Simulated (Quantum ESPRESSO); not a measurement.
Re3Pt2Pd2Ti, one run as intended and one with a planted mistake

Simulated, not a measurement. The program is pw.x of Quantum ESPRESSO 7.5 (plane-wave density functional theory). The cell is made up: eight metal atoms on a hexagonal close-packed lattice, with elements, volume, strain and displacements drawn at random and not relaxed, so it may be unstable or far from any real phase. PseudoDojo standard norm-conserving files set the functional (PBE unless stated); there is no spin polarisation or spin-orbit coupling, the Fermi-Dirac width of 0.25 eV means electrons at about 2900 K, and the masses in the input are unused placeholders. Heavy elements are run without spin-orbit coupling, which real alloys of them have. A spin test at this wide smearing found no moment, but such smearing suppresses magnetism that the real alloy may have.

Intended input:

```
&control calculation='scf', pseudo_dir='./dojo.nc.sr.pbe.v0_5.standard.upf', outdir='./o', disk_io='minimal', tprnfor=.true., tstress=.true. /
&system ibrav=0, nat=8, ntyp=4, nbnd=83, ecutwfc=84.00895049, nosym=.true., tot_charge=0,
 occupations='smearing', smearing='fd', degauss=0.0183746611
/
&electrons conv_thr=1.470e-08, electron_maxstep=70, mixing_beta=0.5 /
ATOMIC_SPECIES
Pd 1.0 Pd.upf
Pt 1.0 Pt.upf
Re 1.0 Re.upf
Ti 1.0 Ti.upf
CELL_PARAMETERS angstrom
0.0418 0.0197 4.4613
5.641 0.0379 0.0535
-2.7876 4.9473 -0.0049
ATOMIC_POSITIONS angstrom
Re 0.0504 0.0285 0.054
Pt -1.4309 2.4878 0.0124
Pd 2.8325 -0.0801 0.0256
Re 1.4771 2.4373 -0.0321
Pd 0.0915 1.6554 2.2859
Ti -1.3242 4.1453 2.2476
Pt 2.9177 1.6633 2.2092
Re 1.4312 4.1899 2.231
K_POINTS automatic
5 5 5 1 1 1
```

The log is shortened where brackets say so; the opening notice, blank lines, dates and the lines on written files are dropped, and the path of the files is cut. It prints rydbergs, bohrs and kilobars, and counts compression as positive stress. Its total energy is the free energy E - TS of the whole cell.

Log of the intended run:

```
     Program PWSCF v.7.5
     Parallel version (MPI & OpenMP), running on       4 processor cores
     Number of MPI processes:                 4
     Threads/MPI process:                     1
     [start-up lines left out]
     bravais-lattice index     =            0
     lattice parameter (alat)  =       8.4311  a.u.
     unit-cell volume          =     843.2893 (a.u.)^3
     number of atoms/cell      =            8
     number of atomic types    =            4
     number of electrons       =       129.00
     number of Kohn-Sham states=           83
     kinetic-energy cutoff     =      84.0090  Ry
     charge density cutoff     =     336.0358  Ry
     scf convergence threshold =      1.5E-08
     mixing beta               =       0.5000
     number of iterations used =            8  plain     mixing
     Exchange-correlation= PBE
                           (   1   4   3   4   0   0   0)
     [axes and pseudopotential details left out]
   Cartesian axes
     site n.     atom                  positions (alat units)
         1        Re     tau(   1) = (   0.0112965   0.0063879   0.0121034  )
         2        Pt     tau(   2) = (  -0.3207189   0.5576102   0.0027793  )
         3        Pd     tau(   3) = (   0.6348706  -0.0179534   0.0057379  )
         4        Re     tau(   4) = (   0.3310741   0.5462913  -0.0071948  )
         5        Pd     tau(   5) = (   0.0205086   0.3710379   0.5123568  )
         6        Ti     tau(   6) = (  -0.2968034   0.9291188   0.5037723  )
         7        Pt     tau(   7) = (   0.6539671   0.3728085   0.4951654  )
         8        Re     tau(   8) = (   0.3207861   0.9391153   0.5000516  )
     number of k points=    63  Fermi-Dirac smearing, width (Ry)=  0.0184
                       cart. coord. in units 2pi/alat
        k(    1) = (   0.0772563   0.1338098   0.0986906), wk =   0.0320000
        k(    2) = (   0.0760564   0.3134955   0.0979084), wk =   0.0320000
     [further k points left out]
     Dense  grid:    87725 G-vectors     FFT dimensions: (  50,  64,  64)
     Estimated max dynamical RAM per process >     401.66 MB
     Estimated total dynamical RAM >       1.51 GB
     Initial potential from superposition of free atoms
     starting charge     128.9968, renormalised to     129.0000
     Starting wfcs are   78 randomized atomic wfcs +    5 random wfcs
     total cpu time spent up to now is       12.4 secs
     per-process dynamical memory:   319.4 Mb
     Self-consistent Calculation
     iteration #  1     ecut=    84.01 Ry     beta= 0.50
     Davidson diagonalization with overlap
     ethr =  1.00E-02,  avg # of iterations =  3.0
     total cpu time spent up to now is       48.2 secs
     total energy              =   -1694.28711909 Ry
     estimated scf accuracy    <      15.51546871 Ry
     iteration #  2     ecut=    84.01 Ry     beta= 0.50
     Davidson diagonalization with overlap
     ethr =  1.00E-02,  avg # of iterations =  3.0
     total cpu time spent up to now is       73.8 secs
     total energy              =   -1701.36769400 Ry
     estimated scf accuracy    <      42.12534200 Ry
     [iterations 3 to 18 left out]
     iteration # 19     ecut=    84.01 Ry     beta= 0.50
     Davidson diagonalization with overlap
     ethr =  2.65E-10,  avg # of iterations =  1.0
     total cpu time spent up to now is      454.0 secs
     total energy              =   -1703.93130269 Ry
     estimated scf accuracy    <       0.00000004 Ry
     iteration # 20     ecut=    84.01 Ry     beta= 0.50
     Davidson diagonalization with overlap
     ethr =  2.72E-11,  avg # of iterations =  1.7
     total cpu time spent up to now is      473.9 secs
     End of self-consistent calculation
     [lines on levels left out]
!    total energy              =   -1703.93130269 Ry
     estimated scf accuracy    <          2.9E-09 Ry
     smearing contrib. (-TS)   =      -0.10715005 Ry
     internal energy E=F+TS    =   -1703.82415264 Ry
     The total energy is F=E-TS. E is the sum of the following terms:
     one-electron contribution =    -402.48264184 Ry
     hartree contribution      =     279.42803983 Ry
     xc contribution           =    -300.72440443 Ry
     ewald contribution        =   -1280.04514620 Ry
     convergence has been achieved in  20 iterations
     Forces acting on atoms (cartesian axes, Ry/au):
     atom    1 type  3   force =    -0.04367802   -0.01367364   -0.00931907
     atom    2 type  2   force =     0.03136855    0.00757438   -0.01500624
     atom    3 type  1   force =    -0.00122868    0.02991532   -0.00859217
     atom    4 type  3   force =    -0.00145877    0.03208823    0.01861026
     atom    5 type  1   force =    -0.00058972    0.01220423   -0.01865711
     atom    6 type  4   force =    -0.02521174   -0.02018584   -0.00032278
     atom    7 type  2   force =    -0.03893906   -0.01112474    0.02733143
     atom    8 type  3   force =     0.07973745   -0.03679794    0.00595568
     Total force =     0.132181     Total SCF correction =     0.000200
     Computing stress (Cartesian axis) and pressure
          total   stress  (Ry/bohr**3)                   (kbar)     P=      -72.34
  -0.00034903  -0.00021333  -0.00009190          -51.34      -31.38      -13.52
  -0.00021333  -0.00089947  -0.00003691          -31.38     -132.32       -5.43
  -0.00009190  -0.00003691  -0.00022683          -13.52       -5.43      -33.37
     init_run     :      8.39s CPU      8.77s WALL (       1 calls)
     electrons    :    452.94s CPU    461.51s WALL (       1 calls)
     forces       :      3.85s CPU      3.86s WALL (       1 calls)
     stress       :     13.98s CPU     14.27s WALL (       1 calls)
     [timing details left out]
     PWSCF        :   8m 2.86s CPU   8m12.14s WALL
     JOB DONE.
```

A second run has one planted mistake: the cell and the positions are scaled by a wrong factor. The input lines that differ:

```
- 0.0418 0.0197 4.4613
- 5.641 0.0379 0.0535
- -2.7876 4.9473 -0.0049
+ 0.0422 0.0199 4.5037
+ 5.6946 0.0383 0.054
+ -2.8141 4.9943 -0.0049
- Re 0.0504 0.0285 0.054
- Pt -1.4309 2.4878 0.0124
- Pd 2.8325 -0.0801 0.0256
- Re 1.4771 2.4373 -0.0321
- Pd 0.0915 1.6554 2.2859
- Ti -1.3242 4.1453 2.2476
- Pt 2.9177 1.6633 2.2092
- Re 1.4312 4.1899 2.231
+ Re 0.0509 0.0288 0.0545
+ Pt -1.4445 2.5114 0.0125
+ Pd 2.8594 -0.0809 0.0258
+ Re 1.4911 2.4605 -0.0324
+ Pd 0.0924 1.6711 2.3076
+ Ti -1.3368 4.1847 2.269
+ Pt 2.9454 1.6791 2.2302
+ Re 1.4448 4.2297 2.2522
```

Its log:

```
     Program PWSCF v.7.5
     Parallel version (MPI & OpenMP), running on       4 processor cores
     Number of MPI processes:                 4
     Threads/MPI process:                     1
     [start-up lines left out]
     bravais-lattice index     =            0
     lattice parameter (alat)  =       8.5112  a.u.
     unit-cell volume          =     867.5606 (a.u.)^3
     number of atoms/cell      =            8
     number of atomic types    =            4
     number of electrons       =       129.00
     number of Kohn-Sham states=           83
     kinetic-energy cutoff     =      84.0090  Ry
     charge density cutoff     =     336.0358  Ry
     scf convergence threshold =      1.5E-08
     mixing beta               =       0.5000
     number of iterations used =            8  plain     mixing
     Exchange-correlation= PBE
                           (   1   4   3   4   0   0   0)
     [axes and pseudopotential details left out]
   Cartesian axes
     site n.     atom                  positions (alat units)
         1        Re     tau(   1) = (   0.0113012   0.0063944   0.0121005  )
         2        Pt     tau(   2) = (  -0.3207191   0.5576005   0.0027753  )
         3        Pd     tau(   3) = (   0.6348661  -0.0179620   0.0057283  )
         4        Re     tau(   4) = (   0.3310656   0.5462993  -0.0071937  )
         5        Pd     tau(   5) = (   0.0205154   0.3710306   0.5123512  )
         6        Ti     tau(   6) = (  -0.2968067   0.9291195   0.5037809  )
         7        Pt     tau(   7) = (   0.6539605   0.3728068   0.4951663  )
         8        Re     tau(   8) = (   0.3207857   0.9391107   0.5000509  )
     number of k points=    63  Fermi-Dirac smearing, width (Ry)=  0.0184
                       cart. coord. in units 2pi/alat
        k(    1) = (   0.0772556   0.1338091   0.0986902), wk =   0.0320000
        k(    2) = (   0.0760546   0.3134949   0.0979075), wk =   0.0320000
     [further k points left out]
     Dense  grid:    90255 G-vectors     FFT dimensions: (  50,  64,  64)
     Estimated max dynamical RAM per process >     412.38 MB
     Estimated total dynamical RAM >       1.55 GB
     Initial potential from superposition of free atoms
     starting charge     128.9968, renormalised to     129.0000
     Starting wfcs are   78 randomized atomic wfcs +    5 random wfcs
     total cpu time spent up to now is       14.5 secs
     per-process dynamical memory:   328.2 Mb
     Self-consistent Calculation
     iteration #  1     ecut=    84.01 Ry     beta= 0.50
     Davidson diagonalization with overlap
     ethr =  1.00E-02,  avg # of iterations =  3.0
     total cpu time spent up to now is       48.2 secs
     total energy              =   -1693.95403993 Ry
     estimated scf accuracy    <      15.94132869 Ry
     iteration #  2     ecut=    84.01 Ry     beta= 0.50
     Davidson diagonalization with overlap
     ethr =  1.00E-02,  avg # of iterations =  3.0
     total cpu time spent up to now is       75.4 secs
     total energy              =   -1701.29857938 Ry
     estimated scf accuracy    <      43.83201523 Ry
     [iterations 3 to 17 left out]
     iteration # 18     ecut=    84.01 Ry     beta= 0.50
     Davidson diagonalization with overlap
     ethr =  8.65E-11,  avg # of iterations =  2.0
     total cpu time spent up to now is      444.8 secs
     total energy              =   -1703.91443531 Ry
     estimated scf accuracy    <       0.00000044 Ry
     iteration # 19     ecut=    84.01 Ry     beta= 0.50
     Davidson diagonalization with overlap
     ethr =  8.65E-11,  avg # of iterations =  2.0
     total cpu time spent up to now is      476.3 secs
     End of self-consistent calculation
     [lines on levels left out]
!    total energy              =   -1703.91443534 Ry
     estimated scf accuracy    <       0.00000001 Ry
     smearing contrib. (-TS)   =      -0.11150211 Ry
     internal energy E=F+TS    =   -1703.80293323 Ry
     The total energy is F=E-TS. E is the sum of the following terms:
     one-electron contribution =    -420.51153985 Ry
     hartree contribution      =     285.19317982 Ry
     xc contribution           =    -300.48896996 Ry
     ewald contribution        =   -1267.99560324 Ry
     convergence has been achieved in  19 iterations
     Forces acting on atoms (cartesian axes, Ry/au):
     atom    1 type  3   force =    -0.04172768   -0.01277932   -0.00699004
     atom    2 type  2   force =     0.02628613    0.00775380   -0.01315304
     atom    3 type  1   force =    -0.00031852    0.02707644   -0.00750513
     atom    4 type  3   force =     0.00026040    0.03011638    0.01609262
     atom    5 type  1   force =     0.00040485    0.01089785   -0.01637209
     atom    6 type  4   force =    -0.02392591   -0.01887144   -0.00073983
     atom    7 type  2   force =    -0.03659611   -0.01004406    0.02441721
     atom    8 type  3   force =     0.07561685   -0.03414964    0.00425031
     Total force =     0.122832     Total SCF correction =     0.000403
     Computing stress (Cartesian axis) and pressure
          total   stress  (Ry/bohr**3)                   (kbar)     P=     -130.90
  -0.00074701  -0.00019748  -0.00007756         -109.89      -29.05      -11.41
  -0.00019748  -0.00125690  -0.00002787          -29.05     -184.90       -4.10
  -0.00007756  -0.00002787  -0.00066564          -11.41       -4.10      -97.92
     init_run     :     13.49s CPU     14.02s WALL (       1 calls)
     electrons    :    452.98s CPU    461.81s WALL (       1 calls)
     forces       :      6.13s CPU      6.19s WALL (       1 calls)
     stress       :     21.42s CPU     21.88s WALL (       1 calls)
     [timing details left out]
     PWSCF        :   8m14.51s CPU   8m24.41s WALL
     JOB DONE.
```

```
                                            intended run  run with the mistake
                          free energy (eV)    -23183.166            -23182.937
         entropy term -TS, part of it (eV)        -1.458                -1.517
                            pressure (GPa)         -7.23                -13.09
size of the largest force component (eV/Å)         2.050                 1.944
largest change of a force component (eV/Å)                               0.131
                                iterations            20                    19
```

For scale, a rerun of the intended cell at a higher cutoff and on a denser mesh moved values by no more than 0.006 eV in energy, 0.04 GPa in stress and 0.013 eV/Å in force, and a second program with other atomic files agreed on that cell to 2 % rms in force and 0.5 GPa in pressure.